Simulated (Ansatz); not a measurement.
Question: Ga (α-Ga, space group No. 64) is relaxed with LDA (plane waves, PAW; program Ansatz). What lattice parameters of the conventional cell result?

Answer: a = 4.425 Å, b = 7.492 Å, c = 4.433 Å.

Question: Give the free coordinates with the occupied sites.

Answer: In one choice of origin and axes:

| atom | site | symmetry | x | y | z |
|---|---|---|---|---|---|
| Ga | 8f | m.. | 0.0000 | 0.3441 | 0.4153 |

Space group Cmce (α-Ga). Symmetry was held in the LDA relaxation. Axis ratios of metals converge slowly with the k-mesh, so a and c are less sure than the volume.

Potentials: the earlier of the program's two PAW sets. The files were generated under PBE; for other functionals the program regenerates the frozen cores, and for LDA and PBEsol the local potential too.
